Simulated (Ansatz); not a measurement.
LaBiS2O:
```
LaBiS2O
1.0
    4.03183     0.00000     0.00000
    0.00000     4.03183     0.00000
    0.00000     0.00000    14.02545
La Bi S O
2 2 4 2
Cartesian
  2.01591   0.00000   8.26365
  0.00000   2.01591   5.76180
  0.00000   2.01591  12.19091
  2.01591   0.00000   1.83454
  2.01591   0.00000  12.48697
  0.00000   2.01591   1.53848
  0.00000   2.01591   9.70259
  2.01591   0.00000   4.32287
  0.00000   0.00000   7.01273
  2.01591   2.01591   7.01273
```

Relaxed with r²SCAN+D4. Independent-particle spectrum: no excitons, no local fields, no scissors shift; 0.1 eV broadening; ε₁ of the summed bands alone.

### Question
Tabulate the dielectric function from DFT-r²SCAN+D4 in the program Ansatz with PAW potentials.

### Answer


| E (eV) | ε₁ xx | ε₂ xx | ε₁ zz | ε₂ zz |
|---|---|---|---|---|
| 0.0 | 13.68 | 0.00 | 7.51 | 0.00 |
| 0.3 | 13.90 | 0.00 | 7.54 | 0.00 |
| 0.6 | 14.68 | 0.00 | 7.64 | 0.00 |
| 0.9 | 16.71 | 0.04 | 7.82 | 0.00 |
| 1.2 | 18.77 | 3.71 | 8.09 | 0.04 |
| 1.5 | 22.04 | 6.44 | 8.53 | 0.03 |
| 1.8 | 18.68 | 16.26 | 9.49 | 0.20 |
| 2.1 | 10.22 | 20.77 | 10.16 | 1.66 |
| 2.4 | 5.71 | 14.87 | 9.59 | 2.72 |
| 2.7 | 1.27 | 19.24 | 8.63 | 3.23 |
| 3.0 | -1.38 | 11.83 | 8.81 | 2.29 |
| 3.3 | -1.83 | 8.46 | 9.84 | 2.12 |
| 3.6 | -1.53 | 6.10 | 11.98 | 2.59 |
| 3.9 | 0.02 | 4.40 | 14.97 | 4.65 |
| 4.2 | 1.56 | 4.38 | 17.08 | 14.00 |
| 4.5 | 1.60 | 5.48 | 8.42 | 18.78 |
| 4.8 | 0.96 | 4.17 | 2.28 | 16.28 |
| 5.1 | 1.92 | 3.64 | -3.00 | 12.56 |
| 5.4 | 2.19 | 4.19 | -1.77 | 6.97 |
| 5.7 | 2.75 | 4.86 | -0.35 | 7.03 |
| 6.0 | 1.51 | 4.85 | -0.77 | 6.01 |
| 6.3 | 1.43 | 4.03 | -0.85 | 5.25 |
| 6.6 | 2.35 | 3.81 | 0.07 | 4.25 |
| 6.9 | 2.47 | 5.49 | 0.76 | 5.87 |
| 7.2 | 1.54 | 4.68 | -0.79 | 5.32 |
| 7.5 | 0.86 | 5.00 | -0.66 | 4.33 |
| 7.8 | 1.09 | 4.89 | -0.81 | 4.06 |
| 8.1 | 0.93 | 4.34 | -0.50 | 3.11 |
| 8.4 | 1.16 | 4.53 | 0.23 | 2.97 |
| 8.7 | 1.12 | 5.24 | 0.62 | 3.08 |
| 9.0 | 0.54 | 5.24 | 0.22 | 3.62 |
| 9.3 | -0.77 | 4.89 | 0.84 | 3.14 |
| 9.6 | -0.88 | 4.95 | 0.72 | 3.97 |
| 9.9 | -1.35 | 3.99 | 0.78 | 4.29 |
| 10.2 | -1.40 | 3.50 | -1.33 | 5.17 |
| 10.5 | -1.20 | 3.33 | -1.03 | 3.86 |
| 10.8 | -1.51 | 3.16 | -1.54 | 2.87 |
| 11.1 | -1.54 | 2.60 | -1.26 | 2.90 |
| 11.4 | -1.52 | 2.29 | -1.53 | 2.60 |
| 11.7 | -1.32 | 2.07 | -1.73 | 2.38 |
| 12.0 | -1.37 | 1.84 | -1.61 | 1.33 |

### Question
From ε at 1.6 eV (xx: 23.31 + 10.40i), find n, k, the normal reflectivity and the absorption coefficient.

### Answer
n = 4.94, k = 1.052, R = 46 %, α = 2kE/ħc = 170000 cm⁻¹.

With all bands, ε∞ without local fields is 13.8 (xx = yy), 7.65 (zz). DFPT, with local fields, gives 14.0 (xx = yy), 6.72 (zz).

Space group P4/nmm. The workflow started from a Materials Project entry (that database holds measured and hypothetical structures alike); the Crystallography Open Database copy checked does not list it. Whether it is the stable phase at ambient conditions was not checked. The cell was relaxed with r²SCAN+D4 under the symmetry of its start. At this level the phase is dynamically unstable (imaginary phonons). Scalar-relativistic: spin–orbit coupling is off unless named, which matters more the heavier the elements.

Potentials: the earlier of the program's two PAW sets.
